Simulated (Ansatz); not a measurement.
## TiO2 with phosphorus replacing Ti: field gradients at two levels of theory

Cell: a supercell of TiO2 (rutile type, P4_2/mnm) built from an entry of the Crystallography Open Database (COD), with the ions relaxed around the defect (PBE).

```
P Ti O
1.0
     4.59220    4.59220    0.00000
    -4.59220    4.59220    0.00000
     0.00000    0.00000    8.87220
P Ti O
1 11 24
Cartesian
  0.0000 0.0000 0.0031
  0.0000 0.0000 2.9557
  0.0000 0.0000 5.9230
  0.0000 4.5922 0.0039
  0.0000 4.5922 2.9534
  0.0000 4.5922 5.9265
  2.2961 2.2961 1.4723
  2.2961 2.2961 4.4413
  2.2961 2.2961 7.4104
  -2.2961 2.2961 1.4416
  -2.2961 2.2961 4.4399
  -2.2961 2.2961 7.4371
  1.3192 1.3192 0.0030
  1.3884 1.3884 2.9504
  1.3882 1.3882 5.9285
  1.3884 5.9806 0.0028
  1.4046 5.9968 2.9258
  1.4045 5.9967 5.9524
  0.9018 3.6904 1.4807
  0.8999 3.6923 4.4392
  0.9018 3.6904 7.3977
  -3.7662 3.7662 1.2738
  -3.6858 3.6858 4.4385
  -3.7663 3.7663 7.6044
  3.2730 3.2730 0.0030
  3.2038 3.2038 2.9504
  3.2040 3.2040 5.9285
  -1.3884 3.2038 0.0028
  -1.4046 3.1876 2.9258
  -1.4045 3.1877 5.9524
  -0.9018 5.4940 1.4807
  -0.8999 5.4921 4.4392
  -0.9018 5.4940 7.3977
  -0.8260 0.8260 1.2738
  -0.9064 0.9064 4.4385
  -0.8259 0.8259 7.6044
```

Atom numbers follow the list; atoms alike are taken as one site, whose name carries the number of the first.

First run. All values are calculated (Ansatz; DFT, PBE, plane waves and PAW, scalar-relativistic, collinear spin, 420 eV cutoff, Γ-centred 3×3×2 k-points, Fermi–Dirac smearing 0.01 eV), not measured. Start moments as typed (μB): 1 on each P, none on the rest.

```
site  atom  V_zz (10²¹ V/m²)     η  m (μB)
   P     1              4.10  0.06    0.01
 Ti2     2              3.82  0.34    0.10
 Ti3     3              3.83  0.33    0.11
Ti10    10              7.05  0.40    0.05
Ti11    11              1.73  0.88    0.04
 O13    13             10.11  0.39    0.00
 O14    14             -2.40  0.89    0.00
 O16    16              2.31  0.86    0.00
 O17    17              1.90  0.65    0.00
 O18    18              1.90  0.64    0.00
 O19    19             -2.47  0.88    0.00
 O20    20              2.17  0.93    0.00
 O22    22             10.17  0.58    0.00
 O23    23             -2.96  0.22    0.00
```

Second run. The same atoms and settings, except that the functional is r2SCAN and the cutoff is 500 eV.

(1) Given the first result, estimate the second.

## Answers

(1) 

```tsv
site	atom	V_zz	η	change of V_zz	m (μB)
P	1	4.46	0.03	+0.36	0.01
Ti2	2	3.35	0.59	-0.47	0.14
Ti3	3	3.36	0.58	-0.47	0.15
Ti10	10	6.97	0.41	-0.08	0.05
Ti11	11	1.91	0.61	+0.18	0.05
O13	13	10.39	0.42	+0.28	0.00
O14	14	-2.66	0.76	-0.26	0.00
O16	16	-2.49	0.98	–	0.00
O17	17	2.01	0.82	+0.11	0.00
O18	18	2.01	0.82	+0.11	0.00
O19	19	-2.78	0.77	-0.31	0.00
O20	20	-2.37	0.93	–	0.00
O22	22	10.64	0.57	+0.47	0.00
O23	23	-3.14	0.15	-0.18	-0.01
```

The largest change of V_zz along a kept axis is on Ti3, from 3.83 to 3.36. In per cent, |V_zz| changes by +9 on P, -12 to -1 on Ti, +3 to +13 on O (all sites that start above 2, bar those whose gradient vanishes or changes sign or whose main axis turns by over 40°). Where |V_zz| stays above 0.1 and the axes keep their order, η moves most on Ti11, from 0.88 to 0.61. On O16, O20 the largest principal value lies along another axis in the second run, so the two V_zz can't be compared directly. The table leaves out 6 of the 20 sites, with |V_zz| up to 7.06; their tensors move by 0.13 at most along any direction. The statements above cover all sites. The absolute magnetisation of the cell goes from 0.7 to 0.9 μB.

The defect repeats with the cell of 36 atoms, so it feels its images: sites between two images don't show the values beside a lone defect, and zeros or small values of η there can come from the images' arrangement. O and Ti carry a gradient in the pure host already, so the values there aren't the defect's effect alone. The defect cell has no gap above 0.1 eV on its mesh, so the values can hang on the smearing and the k-mesh. The run lost most of its start moments on P; a state with other moments may lie lower.
For the first run: The centre was started off its lattice site, so that it could distort.
For the second run: The program didn't check the stability of this electronic state in full, so a lower one may lie near. The cell keeps the host's lattice, and with the defect in it the r2SCAN pressure is -6 GPa.
